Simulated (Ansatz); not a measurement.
C:
```xyz
10
Lattice="4.8363 0.0000 0.0000 0.0000 4.8363 0.0000 0.0000 0.0000 4.8363" Properties=species:S:1:pos:R:3 pbc="T T T"
C      0.0000     0.0000     0.0000
C      2.4181     2.4181     2.4181
C      0.8600     0.8600     0.8600
C      1.5581     1.5581     1.5581
C      0.8600     3.9762     3.9762
C      1.5581     3.2782     3.2782
C      3.9762     0.8600     3.9762
C      3.2782     1.5581     3.2782
C      3.9762     3.9762     0.8600
C      3.2782     3.2782     1.5581
```

Relaxed with PBE. Special points in fractions of this cell's reciprocal vectors: Γ (0.000, 0.000, 0.000); X (0.000, 0.500, 0.000); M (0.500, 0.500, 0.000); R (0.500, 0.500, 0.500).

Problem. List the band energies nearest the valence-band maximum at these points for plane-wave PAW PBE (Ansatz code).

Solution. In eV from the valence-band maximum; about four levels below and three above (degenerate sets whole), none deeper than 8.9 eV; points with the same levels are listed once.

| k | below | above |
|---|---|---|
| Γ | -0.59 -0.59 -0.59 -0.55 -0.55 -0.55 | 4.26 4.26 4.26 |
| X | -0.77 -0.77 -0.35 -0.35 | 4.38 4.38 5.01 5.01 |
| M | -0.78 -0.78 -0.62 -0.62 | 4.66 4.66 5.47 5.47 |
| R | -1.27 -1.27 0.00 0.00 0.00 | 4.50 4.50 5.35 5.35 5.35 |

Space group Pn-3m. The start of the workflow was typed in or built on a structure type; neither database checked (COD, Materials Project) lists it. It is not the phase usual at ambient conditions (space group No. 194, 227). The PBE relaxation kept the symmetry of its start; its stability against distortions is not shown here.

Potentials: the later of the program's two PAW sets.
